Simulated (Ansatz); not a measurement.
Total density of states per atom from the program Ansatz at the PBEsol level (PAW), in 0.25 eV bins, energy from the valence-band maximum:

```
E (eV) | states/eV/atom
    -7.85 | ########### 0.34
    -7.60 | ##### 0.16
    -7.35 | ### 0.11
    -7.10 | #### 0.13
    -6.85 | ##### 0.16
    -6.60 | ########## 0.33
    -6.35 | ####### 0.22
    -6.10 | ###### 0.19
    -5.85 | ############ 0.38
    -5.60 | ########### 0.36
    -5.35 | ######### 0.30
    -5.10 | ############ 0.40
    -4.85 | ############### 0.49
    -4.60 | ################## 0.58
    -4.35 | ##################### 0.68
    -4.10 | #################### 0.64
    -3.85 | ################ 0.51
    -3.60 | ########### 0.36
    -3.35 | ########## 0.31
    -3.10 | ########### 0.35
    -2.85 | ######## 0.27
    -2.60 | ########### 0.34
    -2.35 | ################ 0.52
    -2.10 | ###### 0.20
    -1.85 | #### 0.13
    -1.60 | ################# 0.53
    -1.35 | ################## 0.58
    -1.10 | ############################## 0.97
    -0.85 | ################### 0.61
    -0.60 | ########### 0.36
    -0.35 | ######## 0.25
    -0.10 | ###### 0.20
     0.15 |  0.00
     0.40 |  0.00
     0.65 |  0.00
     0.90 |  0.00
     1.15 |  0.00
     1.40 |  0.00
     1.65 |  0.00
     1.90 |  0.00
     2.15 |  0.00
     2.40 |  0.01
     2.65 |  0.01
     2.90 | # 0.02
     3.15 | # 0.04
     3.40 | ## 0.08
     3.65 | ###### 0.19
     3.90 | ############### 0.47
     4.15 | ############# 0.40
     4.40 | ########## 0.31
     4.65 | ########### 0.36
     4.90 | ############ 0.40
     5.15 | ###### 0.21
     5.40 | ######### 0.29
     5.65 | ############ 0.39
     5.90 | ################## 0.59
     6.15 | ################## 0.57
     6.40 | ############### 0.48
     6.65 | ################## 0.59
     6.90 | ################## 0.57
```

Problem. Which of these materials gives this?
A) VN, P-6m2 (V on 1e, N on 1d)
B) Nb4N3, I4/mmm (Nb on 4c, Nb on 4e, N on 4d, N on 2a)
C) GdN, rock salt
D) Ge3N4, P6_3/m (Ge on 6h, N on 6h, N on 2c)

Solution. D, Ge3N4, P6_3/m (Ge on 6h, N on 6h, N on 2c). Top 1 eV of the valence band: N 2p 95 %. Bottom 1 eV of the conduction band: Ge 4s 44 %, N 2s 37 %, N 2p 12 %. Projections are on Löwdin-orthogonalised atomic valence shells; empty p or d shells of many metals are not among them.

Symmetry was held in the PBEsol relaxation. Spin–orbit coupling is left out wherever it is not named.

Potentials: the later of the program's two PAW sets.
